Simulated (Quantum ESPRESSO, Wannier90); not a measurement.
## Wannierisation of HgO (P3₂21)

Materials Project entry mp-1077107; symmetrised, unrelaxed at this level. Not found in the COD (Crystallography Open Database) copy used, which has the formula in other groups; not checked further. Computed values, not measurements, from PBEsol: Quantum ESPRESSO (norm-conserving PseudoDojo potentials, cutoff 68 Ry, no spin polarisation, no spin-orbit coupling) on a Γ-centred 6×6×4 mesh, then Wannier90. Density: 12×12×4 mesh, Gaussian smearing 0.01 Ry. The cell is built of weakly bound layers, chains or molecules. Database cells relaxed without dispersion often hold them too far apart, which can enlarge gaps and weakens couplings between them; spacing and stacking were not compared with the measured crystal. Spin-orbit coupling is left out although heavy elements are present.

```
begin unit_cell_cart
ang
    3.7473101490    0.0000000000    0.0000000000
   -1.8736550745    3.2452657849    0.0000000000
    0.0000000000    0.0000000000    8.8990300000
end unit_cell_cart
mp_grid = 6 6 4
```

Neighbour vectors b of the finite-difference formula (Å⁻¹), by shell:

| shell | b_x | b_y | b_z |
|---|---|---|---|
| 1 | 0.00000 | 0.00000 | 0.17651 |
| 1 | 0.00000 | 0.00000 | -0.17651 |
| 2 | 0.00000 | 0.32268 | 0.00000 |
| 2 | 0.27945 | 0.16134 | 0.00000 |
| 2 | 0.00000 | -0.32268 | 0.00000 |
| 2 | 0.27945 | -0.16134 | 0.00000 |
| 2 | -0.27945 | -0.16134 | 0.00000 |
| 2 | -0.27945 | 0.16134 | 0.00000 |

### Question
Find the weights w_b from the completeness condition Σ_b w_b b_α b_β = δ_αβ.

### Answer
Shell 1: Σ b_x² = 0.000, Σ b_y² = 0.000, Σ b_z² = 0.062 Å⁻²
Shell 2: Σ b_x² = 0.312, Σ b_y² = 0.312, Σ b_z² = 0.000 Å⁻²
Each of the three diagonal sums, weighted, has to give 1 and the off-diagonal ones 0, which holds for w_1 = 16.0 Å², w_2 = 3.20 Å². Check on xx: 16.05×0.000 + 3.20×0.312 = 1.00.

On this mesh the 12 functions of bands 13-15,31-39 (valence bands; start: atomic waves O 2p, O 2s, conv_tol = 1.0e-6) end with spreads 1.5460, 3.0818, 1.5460, 3.0818, 1.5429, 3.0819, 3.0816, 1.5493, 1.5460, 3.0818, 1.5460, 3.0818 Å², Ω_I = 26.6671 Å² and Ω_D = 0.0251 Å².

Ω_total is the sum of the spreads, 27.767 Å². Ω_OD = Ω_total − Ω_I − Ω_D = 1.075 Å². Only (Ω_D + Ω_OD)/Ω_total = 4.0 % depends on the gauge, and another start could lower the total by that share at most. The rms radius is √(Ω_total/12) = 1.52 Å.
